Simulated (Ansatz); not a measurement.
Starting cell, GaN (zinc blende):

```yaml
crystal:
  lattice:
    - [0.00000, 2.27425, 2.27425]
    - [2.27425, 0.00000, 2.27425]
    - [2.27425, 2.27425, 0.00000]
  atoms:
    - { symbol: N, position: [0.75000, 0.75000, 0.75000] }
    - { symbol: Ga, position: [0.00000, 0.00000, 0.00000] }
```

In each cell atom 2 (Ga, nearest neighbour N at 1.970 Å; its periodic images, 3.2 Å or more away, move with it) moves by s·(0.707, 0.707, 0.000) (along Cartesian [110]), the rest being held.

Level of theory: PBE (plane waves to 420 eV, PAW, scalar-relativistic; Ansatz, an electronic-structure program). k mesh 10×10×10 (Γ-centred), Fermi-Dirac smearing 0.05 eV. E stands for the smeared free energy. GaN was relaxed with its symmetry unable to fall. ΔE is measured from the undisplaced structure.

```
s (Å)   ΔE (meV/cell)
------  -------------
-0.390       withheld
-0.312            603
-0.234            328
-0.156            142
-0.078             35
0.000               0
0.078              35
0.156             142
0.234             328
0.312             603
0.390        withheld
```

Fit an even polynomial form (powers 2, 4) to the given rows and predict ΔE at s = 0.390.

Least squares on the 9 given rows: ΔE = (5723)·s² + (4849)·s⁴, in meV/cell with s in Å; root-mean-square residual 0.1 meV/cell. At 0.390 the fit gives 983 meV/cell; the calculation gives 982 meV/cell, so the extrapolation is off by 1 (+0.1 %). The quadratic term alone would give 870 meV/cell.

(A displaced cell: forces are minus the slopes of the energy, force constants its curvatures, and phonons follow from these.)
